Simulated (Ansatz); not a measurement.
## Fields on a plane of Cs2ZrF6 (space group P-3m1)

```xyz
9
Lattice="6.3526 0.0000 0.0000 -3.1763 5.5015 0.0000 0.0000 0.0000 4.9972" Properties=species:S:1:pos:R:3 pbc="T T T"
Cs     3.1763     1.8338     1.5173
Cs     0.0000     3.6677     3.4799
Zr     0.0000     0.0000     0.0000
F      4.8967     0.8405     3.8880
F     -1.7204     4.6610     1.1092
F      3.1763     3.8204     3.8880
F      0.0000     1.6811     1.1092
F      1.4559     0.8405     3.8880
F      1.7204     4.6610     1.1092
```

The slice is a (-1 2 -1 0) plane (indices of the conventional cell) through the point (0.694, 0.847, 0.222) (fractional), spanned by u = [001] and v = [210] in vectors of this cell: u (5.00 Å) and v (11.00 Å, at 90° to u). It covers one period; positions are fractions (u, v).

Atoms on it: Cs at (0.08, 0.49); Cs at (0.47, 0.82); Zr at (0.78, 0.15); F at (0.56, 0.31); F at (0.00, 0.00).

The numbers are results of PBEsol (plane waves to 420 eV, PAW, scalar-relativistic; Ansatz, an electronic-structure program), not measurements. k mesh 6×6×7. Inside the PAW spheres the values are not all-electron values, and peaks at nuclei hang on which shells count as valence. Cs2ZrF6 is run without spin polarisation. Cs2ZrF6 was relaxed with its symmetry unable to fall.

```tsv
v \ u	0.00	0.11	0.22	0.33	0.44	0.56	0.67	0.78	0.89
0.90	6.7	6.1	3.0	<-1.0	<-1.0	<-1.0	<-1.0	4.6	6.5
0.80	6.4	5.0	<-1.0	x	x	x	<-1.0	2.6	5.9
0.70	6.4	5.7	4.3	1.8	-0.8	0.3	3.4	5.3	6.2
0.60	-0.8	<-1.0	1.1	4.1	5.8	6.4	6.3	5.2	3.0
0.50	x	x	x	<-1.0	4.9	6.4	5.8	2.6	<-1.0
0.40	<-1.0	<-1.0	<-1.0	3.4	6.1	6.4	6.5	4.8	-0.1
0.30	4.8	5.7	6.5	7.0	x	x	x	3.6	3.6
0.20	<-1.0	4.6	6.6	6.7	4.7	<-1.0	x	x	x
0.10	<-1.0	4.9	6.7	6.7	4.8	<-1.0	<-1.0	x	<-1.0
0.00	x	x	6.9	6.3	5.5	4.8	3.9	4.1	x
```

Values: electrostatic potential energy of an electron, from the cell's mean, in eV. Points within 0.8 Å of a nucleus are blanked (x), as the pseudised field means little there. Values under -1 eV are set to -1. The zero, the cell's mean, hangs on the PAW cores.

```
|@% .+= .%|
|= .@@@% .|
|  %@x*@= |
|  %@x=@+ |
|  +@@@@. |
|   *%#-  |
|         |
|%@#     =|
|@@@*   :@|
|-x@%   +@|
|#:@%   -@|
|@@@..+: #|
|:=. %@%. |
|   =@x%- |
|   :%%=. |
|    ..#%%|
|.    .@x@|
|.:    #@*|
|%%:    .+|
|x@=    -%|
```
Scale: ten equal steps from 0.00 (start of ' ') to 0.90 (end of '@'), in the order ' .:-=+*#%@'. Values: electron localisation function (ELF). The map has 9 points along u (one character each, u = 0 at the left) and 20 along v (v = 0 in the bottom row). Points within 0.4 Å of a nucleus are blanked (x), as the pseudised field means little there.
